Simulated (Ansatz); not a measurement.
**Which element?**

Cell vectors (Å):

```
2.9619 0.0000 0.0000
0.0000 2.9619 0.0000
0.0000 0.0000 2.9619
```

```json
{"atom": "X", "a": "0.0000", "b": "0.0000", "c": "0.0000"}
{"atom": "Pd", "a": "0.5000", "b": "0.5000", "c": "0.5000"}
```

Theory: PBEsol, all-electron LAPW in Ansatz 0.2.0, scalar-relativistic. k mesh 12×12×12, Fermi-Dirac smearing of 0.100 eV.

Harmonic phonons of a crystal by Kohn-Sham DFT at the given cell, standard atomic masses, acoustic sum rule imposed; negative wavenumbers are unstable modes.

```tsv
point	q a (r.l.u.)	q b (r.l.u.)	q c (r.l.u.)	branch	phonon wavenumber (cm⁻¹)
Gamma	0	0	0	4	224.4
X	0.5	0	0	1	136.5
X	0.5	0	0	3	175.5
X	0.5	0	0	4	188.2
X	0.5	0	0	6	197
M	0.5	0.5	0	1	48.8
M	0.5	0.5	0	3	134.8
M	0.5	0.5	0	4	183.3
M	0.5	0.5	0	5	245.6
R	0.5	0.5	0.5	1	161.2
R	0.5	0.5	0.5	4	181.5
```

Q: All X atoms are one element. Which one was computed?

A: Cu; the crystal is CuPd (Pm-3m).

Limits of these numbers: responses of metals move with mesh and smearing.
